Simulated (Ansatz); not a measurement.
SrCl2:
```
CELL_PARAMETERS angstrom
      0.00000     3.45398     3.45398
      3.45398     0.00000     3.45398
      3.45398     3.45398     0.00000
ATOMIC_POSITIONS crystal
  Sr 0.00000 0.00000 0.00000
  Cl 0.25000 0.25000 0.25000
  Cl 0.75000 0.75000 0.75000
```

Relaxed with PBEsol. Special points in fractions of this cell's reciprocal vectors: Γ (0.000, 0.000, 0.000); X (0.500, 0.000, 0.500); U (0.625, 0.250, 0.625); K (0.375, 0.375, 0.750); L (0.500, 0.500, 0.500); W (0.500, 0.250, 0.750).

Question: List the band energies nearest the valence-band maximum at these points for DFT-PBEsol in the program Ansatz with PAW potentials.

Answer: In eV from the valence-band maximum; about four levels below and three above (degenerate sets whole), none deeper than 8.9 eV; points with the same levels are listed once.

| k | below | above |
|---|---|---|
| Γ | -2.27 -2.27 -2.27 -0.35 -0.35 -0.35 | 5.25 5.96 5.96 |
| X | -1.98 -1.98 -0.43 -0.43 0.00 | 5.34 7.01 7.61 |
| U | -1.81 -0.77 -0.56 -0.12 | 5.82 7.09 7.30 |
| L | -1.59 -1.40 -1.10 -1.10 | 6.64 6.64 7.53 |
| W | -1.28 -1.28 -0.34 -0.11 | 6.11 6.94 7.19 7.19 |

Space group Fm-3m (fluorite). The cell was relaxed with PBEsol under the symmetry of its start. Spin–orbit coupling is left out wherever it is not named.

Potentials: the later of the program's two PAW sets.
